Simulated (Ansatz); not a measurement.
Na:
```yaml
crystal:
  lattice:
    - [-2.08567, 2.08567, 2.08567]
    - [2.08567, -2.08567, 2.08567]
    - [2.08567, 2.08567, -2.08567]
  atoms:
    - { symbol: Na, position: [0.00000, 0.00000, 0.00000] }
```

Relaxed with plane-wave PAW PBEsol (Ansatz code). Indices refer to the conventional cell of Im-3m, a = b = c = 4.1713 Å, α = β = γ = 90.00°.

### Question
Simulate the powder diffraction pattern (neutron, λ = 1.5401 Å; lines above 1 %) up to 2θ = 90°.

### Answer
Simulated powder pattern, neutron, λ = 1.5401 Å (kinematic, ideal powder, no thermal factors, coherent scattering alone; the 30 strongest lines at most, above 1 %, up to 2θ = 90°):

| 2θ (°) | d (Å) | I/Imax (%) | hkl |
|---|---|---|---|
| 30.27 | 2.950 | 100 | (110) |
| 43.33 | 2.086 | 26 | (200) |
| 53.77 | 1.703 | 72 | (211) |
| 62.95 | 1.475 | 28 | (220) |
| 71.43 | 1.319 | 48 | (310) |
| 79.51 | 1.204 | 14 | (222) |
| 87.38 | 1.115 | 76 | (321) |

Symmetry was held in the PBEsol relaxation; phonons on a q-mesh show no instability.

Potentials: the earlier of the program's two PAW sets.
